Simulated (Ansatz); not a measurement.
Relaxed-ion elastic tensor of Bi2S3 in space group Pnma (No. 62; Pearson symbol oP20) in GPa (Voigt order), DFT-LDA in the program Ansatz with PAW potentials; density 7.27 g/cm³, 23.49 Å³ per atom.

```
64.1  31.3  27.2   0.0   0.0   0.0
31.3  99.9  35.0   0.0   0.0   0.0
27.2  35.0  78.1   0.0   0.0   0.0
 0.0   0.0   0.0  37.0   0.0   0.0
 0.0   0.0   0.0   0.0  26.0   0.0
 0.0   0.0   0.0   0.0   0.0  15.2
```

Problem. Is the crystal mechanically stable?

Solution. Yes: the smallest eigenvalue of C is 15.2 GPa.

Problem. Work out the Voigt, Reuss and Hill averages.

Solution. K_V = 47.7, K_R = 45.6, K_H = 46.7; G_V = 25.5, G_R = 23.3, G_H = 24.4 GPa.

Problem. Give Young's modulus, Poisson's ratio, Pugh's ratio and the universal anisotropy index.

Solution. E = 9KG/(3K + G) = 62.3 GPa; ν = 0.28; K/G = 1.91 (ductile by the Pugh limit of 1.75); A_U = 5G_V/G_R + K_V/K_R − 6 = 0.54.

Problem. Estimate the sound speeds and the Debye temperature.

Solution. v_l = √((K + 4G/3)/ρ) = 3300 m/s, v_t = √(G/ρ) = 1830 m/s, mean 2040 m/s; Θ = (h/k)(3n/4πV)^(1/3) v_m = 212 K.

Problem. Solve the Christoffel equation for the three sound speeds along x, y, z.

Solution. Eigenvalues of C_ijkl n_j n_l equal ρv². In km/s, slowest first: x 1.45, 1.89, 2.97; y 1.45, 2.26, 3.71; z 1.89, 2.26, 3.28.

Problem. How much does each axis shrink under pressure?

Solution. Linear compressibilities β_i = Σ_j S_ij (j = 1 to 3): x 10, y 4.2, z 7.3 per TPa.

The LDA relaxation kept the symmetry of its start. A crystal of weakly bound layers computed without a dispersion correction: the cell and the soft elastic constants depend strongly on that. Spin–orbit coupling is left out wherever it is not named.

Potentials: the later of the program's two PAW sets.
